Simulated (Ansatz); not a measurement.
Structure: CrSTe (Janus 1T monolayer), at its r2SCAN minimum. In-plane lattice: a = 3.322 Å, b = 3.322 Å, γ = 120.0°; thickness between the outer nuclei 3.08 Å. Cr is surrounded by 3 S at 2.27 Å and 3 Te at 2.67 Å; S is surrounded by 3 Cr at 2.27 Å; Te is surrounded by 3 Cr at 2.67 Å.

```cif
data_structure
_symmetry_space_group_name_H-M 'P 1'
_symmetry_Int_Tables_number 1
_cell_length_a 3.3224
_cell_length_b 3.3224
_cell_length_c 30.0821
_cell_angle_alpha 90.000
_cell_angle_beta 90.000
_cell_angle_gamma 120.000
_cell_volume 287.57
loop_
_atom_site_label
_atom_site_type_symbol
_atom_site_fract_x
_atom_site_fract_y
_atom_site_fract_z
_atom_site_occupancy
Cr1 Cr 0.00000 0.00000 0.30628 1
S1 S 0.33333 0.66667 0.34681 1
Te1 Te 0.66667 0.33333 0.24446 1
```
Two periodic directions, a and b.

The questions ask for values computed with Ansatz 0.2.0 on this geometry. The calculation is non-magnetic, and the structure need not be a phase that has been made.

Question: What gap does PBE give, and where are the band edges?

Answer: PBE gives no gap: the lowest nominally empty band dips 0.21 eV below the top of the last filled one (its bottom at K–Γ (0.10 of the way from K), the top at Γ), so the cell is a metal or semimetal at this level.

Question: What does LDA give for the gap (12×12×1 mesh)?

Answer: With LDA the bands overlap by 0.21 eV (counted from 1, band 18 peaks at Γ and band 19 bottoms out at K–Γ (0.10 of the way from K)): no gap.

Question: How does the gap change from PBE to PBE+SOC (12×12×1)?

Answer: With PBE+SOC the bands overlap by 0.24 eV (counted from 1, band 36 peaks at Γ and band 37 bottoms out at K): no gap.

Question: What does r2SCAN give for the gap (12×12×1 mesh)?

Answer: r2SCAN gives no gap: the lowest nominally empty band dips 0.26 eV below the top of the last filled one (its bottom at K–Γ (0.10 of the way from K), the top at Γ), so the cell is a metal or semimetal at this level.

Only the levels marked +SOC include spin-orbit coupling.

Where an edge lies off the special points, it is a point of the mesh or the k point where a search put PBE's edge or least direct gap, reused for the other functionals, whose own edges may lie a little apart.

For some runs the program warns that the potential is rough where the density is thin, which bears on empty states near the vacuum.
